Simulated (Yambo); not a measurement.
A BSE run in Yambo for BN (space group P6_3/mmc, No. 194) (PBE bands; 12×12×4 mesh, 5 valence and 3 conduction bands, static screening with 22 bands and a 4 Ry block, scissor 1.76 eV, Tamm-Dancoff; field along x) gives:

```csv
state,energy (eV),states within 2 meV,relative strength,class
1,5.34,2,< 0.01,dark
2,5.35,2,1.00,strong
3,5.95,1,< 0.01,dark
4,5.96,3,< 0.01,dark
5,5.97,1,< 0.01,dark
```

Axes are Cartesian, with cell vectors (Å) (2.51, 0.00, 0.00), (-1.26, 2.18, 0.00), (0.00, 0.00, 7.71).

Question: What changes when the window shrinks to 4 valence and 2 conduction bands?

Answer: The lowest state goes from 5.341 eV to 5.346 eV, and its distance below the direct gap from 1.096 eV to 1.090 eV. These are vertical excitations (zero momentum); the indirect quasiparticle gap, about 5.67 eV, is smaller than the direct one (6.44 eV on the GW mesh). The scissor comes from a G0W0 run whose convergence isn't established.

Geometry of the Materials Project entry, not relaxed at this level; primitive cell a = 2.512 Å, b = 2.512 Å, c = 7.707 Å, α = 90.00°, β = 90.00°, γ = 120.00°.

The distance between layers or molecules is the database entry's, not relaxed here. Functionals without dispersion can leave it too large, which widens gaps and weakens the response across layers: the numbers belong to this cell.
